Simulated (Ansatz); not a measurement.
Relaxed-ion elastic tensor of CuPd in space group R-3m (No. 166; Cu on 3a, Pd on 3b) in GPa (Voigt order), DFT-r²SCAN in the program Ansatz with PAW potentials; density 10.55 g/cm³, 13.37 Å³ per atom.

|  | 1 | 2 | 3 | 4 | 5 | 6 |
|---|---|---|---|---|---|---|
| 1 | 268 | 121 | 121 | -27.5 | 0.0 | 0.0 |
| 2 | 121 | 268 | 121 | 27.5 | 0.0 | 0.0 |
| 3 | 121 | 121 | 293 | 0.0 | 0.0 | 0.0 |
| 4 | -27.5 | 27.5 | 0.0 | 55.8 | 0.0 | 0.0 |
| 5 | 0.0 | 0.0 | 0.0 | 0.0 | 55.8 | -27.5 |
| 6 | 0.0 | 0.0 | 0.0 | 0.0 | -27.5 | 73.1 |

### Question
Is the crystal mechanically stable?

### Answer
Yes: the smallest eigenvalue of C is 35.7 GPa.

### Question
Work out the Voigt, Reuss and Hill averages.

### Answer
K_V = 173, K_R = 172, K_H = 172; G_V = 68.0, G_R = 55.7, G_H = 61.9 GPa.

### Question
Give Young's modulus, Poisson's ratio, Pugh's ratio and the universal anisotropy index.

### Answer
E = 9KG/(3K + G) = 166 GPa; ν = 0.34; K/G = 2.79 (ductile by the Pugh limit of 1.75); A_U = 5G_V/G_R + K_V/K_R − 6 = 1.10.

### Question
Estimate the sound speeds and the Debye temperature.

### Answer
v_l = √((K + 4G/3)/ρ) = 4910 m/s, v_t = √(G/ρ) = 2420 m/s, mean 2720 m/s; Θ = (h/k)(3n/4πV)^(1/3) v_m = 341 K.

### Question
Solve the Christoffel equation for the three sound speeds along x, y, z.

### Answer
Eigenvalues of C_ijkl n_j n_l equal ρv². In km/s, slowest first: x 1.84, 2.97, 5.04; y 2.23, 2.63, 5.07; z 2.30, 2.30, 5.26.

### Question
How much does each axis shrink under pressure?

### Answer
Linear compressibilities β_i = Σ_j S_ij (j = 1 to 3): x 2.0, y 2.0, z 1.7 per TPa.

The workflow started from a Materials Project entry (that database holds measured and hypothetical structures alike); the Crystallography Open Database copy checked does not list it. COD files the formula under space group No. 221. With Cu and Pd taken as one species the cell has the higher symmetry Fm-3m, so it may be an ordered model of a mixed-site phase. Whether it is the stable phase at ambient conditions was not checked. The cell was relaxed with r²SCAN under the symmetry of its start; whether a distortion lowers the energy is not shown. The run is not spin-polarised. As this level gives no gap, shear constants depend on the k-mesh and smearing (Fermi–Dirac, 0.1 eV here).

Potentials: the later of the program's two PAW sets.
